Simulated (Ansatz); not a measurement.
## TaSi2: do the settings matter for the field gradients?

Cell: a structure deposited in the COD (the entry's cell lengths or inner coordinates differ somewhat from later room-temperature determinations).

Space group P6_222 (No. 180); a = 4.7800, c = 6.5640 Å, γ = 120.00°.

| site | Wyckoff | site symmetry | x | y | z |
| --- | --- | --- | --- | --- | --- |
| Ta | 3d | 222 | 0.5000 | 0.0000 | 0.5000 |
| Si | 6j | ..2 | 0.1666 | 0.3333 | 0.5000 |

One atom of each set is listed.

Reference run. Level of theory: DFT, PBE, plane waves and PAW, scalar-relativistic, 420 eV cutoff, Γ-centred 8×8×5 k-points, Fermi–Dirac smearing 0.05 eV (Ansatz 0.2.0).

(1) The input is changed as follows: `crystal.symmetry`: not typed → {detect: false}; `hamiltonian.xc`: pbe → rpbe. What happens to V_zz (10²¹ V/m²) and η?

Answers

(1) 

| site | V_zz reference | η reference | V_zz changed | η changed |
| --- | --- | --- | --- | --- |
| Ta | 4.78 | 0.84 | 4.77 | 0.87 |
| Si | -3.21 | 0.64 | -3.17 | 0.63 |

The largest change of V_zz is on Si, from -3.21 to -3.17. In per cent, |V_zz| changes by 0 on Ta, -1 on Si (all sites that start above 2). SCF iterations: 6 and 6.

On the reference run: At this cell the principal stresses reach 5 GPa in size with PBE, which can matter for small gradients. The largest force is 0.8 eV/Å, so the atoms aren't at the calculated equilibrium and relaxing them would move these values. With no gap above 0.1 eV, as in a metal, the gradients converge slowly in k; expect changes of a tenth or more on a denser mesh. Without spin–orbit coupling the gradients at and beside Ta can be off by some per cent, at some sites by more. With these PAW files V_zz is typically within 2 to 3 % of all-electron values, but misses above 10 % occur on Ta.
